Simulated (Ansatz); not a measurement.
CsSnI3:
```
CELL_PARAMETERS angstrom
      8.36783     0.00000     0.00000
      0.00000     8.36783     0.00000
      0.00000     0.00000     6.13047
ATOMIC_POSITIONS crystal
  Cs 0.00000 0.50000 0.00000
  Cs 0.50000 0.00000 0.00000
  Sn 0.50000 0.50000 0.50000
  Sn 0.00000 0.00000 0.50000
  I  0.81179 0.68821 0.50000
  I  0.18821 0.31179 0.50000
  I  0.31179 0.81179 0.50000
  I  0.68821 0.18821 0.50000
  I  0.50000 0.50000 0.00000
  I  0.00000 0.00000 0.00000
```

Relaxed with LDA.

Problem. Which orbitals make up the states near the band edges in the program Ansatz at the LDA level (PAW)?

Solution. Top 1 eV of the valence band: I 5p 52 %, Sn 5s 26 %, Sn 5p 18 %. Bottom 1 eV of the conduction band: Sn 5p 73 %, I 5p 13 %, I 5s 6 %, outside the projected shells 6 %. Projections are on Löwdin-orthogonalised atomic valence shells; empty p or d shells of many metals are not among them.

Problem. Tabulate the density of states.

Solution. States/eV per cell of 10 atoms, in 0.25 eV bins, energy from the valence-band maximum.

| E (eV) | total | I 5p | Sn 5p | Cs 6s |
|---|---|---|---|---|
| -7.86 | 3.64 | 1.01 | 0.07 | 0.00 |
| -7.61 | 2.71 | 0.69 | 0.06 | 0.00 |
| -7.36 | 2.19 | 0.50 | 0.05 | 0.00 |
| -7.11 | 0.83 | 0.16 | 0.02 | 0.00 |
| -6.86 | 0.36 | 0.06 | 0.01 | 0.00 |
| -6.61 | 0.05 | 0.00 | 0.00 | 0.00 |
| -6.36 | 0.00 | 0.00 | 0.00 | 0.00 |
| -6.11 | 0.00 | 0.00 | 0.00 | 0.00 |
| -5.86 | 0.00 | 0.00 | 0.00 | 0.00 |
| -5.61 | 0.00 | 0.00 | 0.00 | 0.00 |
| -5.36 | 0.00 | 0.00 | 0.00 | 0.00 |
| -5.11 | 0.29 | 0.19 | 0.10 | 0.00 |
| -4.86 | 7.69 | 5.04 | 2.54 | 0.00 |
| -4.61 | 7.72 | 5.11 | 2.38 | 0.00 |
| -4.36 | 4.91 | 3.30 | 1.34 | 0.01 |
| -4.11 | 3.32 | 2.30 | 0.80 | 0.02 |
| -3.86 | 8.31 | 6.28 | 1.23 | 0.32 |
| -3.61 | 12.88 | 10.53 | 0.97 | 0.81 |
| -3.36 | 7.22 | 6.56 | 0.34 | 0.06 |
| -3.11 | 11.06 | 10.24 | 0.40 | 0.09 |
| -2.86 | 15.12 | 14.39 | 0.29 | 0.07 |
| -2.61 | 17.18 | 16.25 | 0.39 | 0.10 |
| -2.36 | 22.97 | 22.12 | 0.31 | 0.06 |
| -2.11 | 9.29 | 9.10 | 0.05 | 0.01 |
| -1.86 | 5.91 | 4.89 | 0.18 | 0.04 |
| -1.61 | 4.20 | 2.96 | 0.27 | 0.02 |
| -1.36 | 3.06 | 1.97 | 0.26 | 0.01 |
| -1.11 | 1.98 | 1.16 | 0.23 | 0.00 |
| -0.86 | 0.71 | 0.37 | 0.12 | 0.00 |
| -0.61 | 0.17 | 0.08 | 0.04 | 0.00 |
| -0.36 | 0.02 | 0.01 | 0.01 | 0.00 |
| -0.11 | 0.00 | 0.00 | 0.00 | 0.00 |
| 0.14 | 0.00 | 0.00 | 0.00 | 0.00 |
| 0.39 | 0.02 | 0.00 | 0.01 | 0.00 |
| 0.64 | 1.55 | 0.19 | 1.16 | 0.00 |
| 0.89 | 4.32 | 0.57 | 3.14 | 0.03 |
| 1.14 | 4.27 | 0.63 | 3.00 | 0.06 |
| 1.39 | 3.31 | 0.60 | 2.22 | 0.04 |
| 1.64 | 3.03 | 0.63 | 1.94 | 0.02 |
| 1.89 | 3.34 | 0.77 | 2.04 | 0.02 |
| 2.14 | 3.71 | 0.87 | 2.13 | 0.11 |
| 2.39 | 1.87 | 0.33 | 0.72 | 0.44 |
| 2.64 | 3.14 | 0.59 | 1.18 | 0.56 |
| 2.89 | 6.30 | 1.01 | 1.88 | 1.00 |
| 3.14 | 7.70 | 1.06 | 1.91 | 1.07 |
| 3.39 | 12.53 | 1.26 | 2.05 | 1.62 |
| 3.64 | 11.95 | 1.20 | 1.79 | 1.42 |
| 3.89 | 18.11 | 1.45 | 2.15 | 1.65 |
| 4.14 | 12.45 | 0.65 | 0.97 | 0.64 |
| 4.39 | 8.78 | 0.43 | 0.64 | 0.51 |
| 4.64 | 11.03 | 0.49 | 0.74 | 0.42 |
| 4.89 | 13.59 | 0.38 | 0.43 | 0.51 |

Space group P4/mbm. The workflow started from a Materials Project entry (that database holds measured and hypothetical structures alike); the Crystallography Open Database files this formula in space group No. 127, but the cells were not matched. It is not the phase usual at ambient conditions (space group No. 62). The cell was relaxed with LDA under the symmetry of its start; of distortions, only those at the zone centre were tested, and some modes there are weakly imaginary. Scalar-relativistic: spin–orbit coupling is off unless named, which matters more the heavier the elements.

Potentials: the later of the program's two PAW sets.
